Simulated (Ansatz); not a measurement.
## CsPbBr$_{3}$: from a starting cell to a relaxed one

The start is a generated trial cell of CsPbBr3 in the AFLOW prototype A3BC_tP5_99_bc_a_b (as in ZrPbO3). The cell and all atomic positions are relaxed at zero pressure with PBE (plane waves to 420 eV, PAW, scalar-relativistic; Ansatz, a program for electronic structure). First-step values are on the input's coarse k-mesh.

Ansatz input (later rounds restart from its end on a renewed k-mesh):
Ansatz 0.2 input:
```yaml
crystal:
  lattice:
    - [5.9900078, 0, 0]
    - [0, 5.9900078, 0]
    - [0, 0, 6.1282843]
  atoms:
    - { symbol: Cs, position: [0.5, 0.5, 0.4517] }
    - { symbol: Pb, position: [0, 0, 0] }
    - { symbol: Br, position: [0.5, 0.5, 0.8973] }
    - { symbol: Br, position: [0.5, 0, 0.3785] }
    - { symbol: Br, position: [0, 0.5, 0.3785] }
basis: { ecutwfc: 420, ecutrho_ratio: 4, xc_grid: 2, fft_grid_basis: typed }
kpoints: { mp_grid: { grid: [4, 4, 4] } }
hamiltonian:
  xc: pbe
  dispersion: none
  pseudopotentials: { azcp: { folder: ./paw }, kind: paw }
scf: { occupations: { method: fermi_dirac, width: 0.05 } }
relax: { f_tol: 0.01, max_steps: 100, cell: { stress_tol: 0.02 } }
output: { forces: true, stress: true }
```

### Question
What pressure does the first self-consistent step give?

### Answer
+3.7 GPa (positive: the cell is compressed).

### Question
What is the largest force in the starting geometry, and on which atom (counted from 1)?

### Answer
3.09 eV/Å, on Br3 (atoms numbered as listed).

### Question
How does the volume change?

### Answer
+8.4 %, from 43.98 to 47.67 Å³/atom.

### Question
How do the shortest distances between atoms change?

### Answer
The closest pairs of elements (up to four, under 3.6 Å), start → end: Br–Cs 2.73 → 3.42 Å; Br–Pb 3.79 → 3.01 Å.

### Question
Write out the relaxed structure.

### Answer

Space group P4mm (No. 99); a = b = 5.1448 Å, c = 9.0054 Å, α = β = γ = 90.00°

```csv
atom,site,symmetry,x,y,z
Cs,1b,4mm,0.5000,0.5000,0.5421
Pb,1a,4mm,0.0000,0.0000,0.0986
Br,1b,4mm,0.5000,0.5000,0.9219
Br,2c,2mm.,0.0000,0.5000,0.2717
```

The space group stays P4mm (No. 99) (the run could not lower it), with 5 atoms in the primitive cell. Final values are on a 7×7×4 k-mesh of the relaxed cell. No spin polarisation in the result.

The run could not lose the symmetry of its start: the end is stationary, and may be a saddle point rather than a minimum.

The relaxed structure here is a generated cell of CsPbBr3: the first start was made by placing the elements on the sites of a structure type, and the end was not matched to a known phase here, so it may be hypothetical. Known forms of CsPbBr3 include space group No. 62, 221.
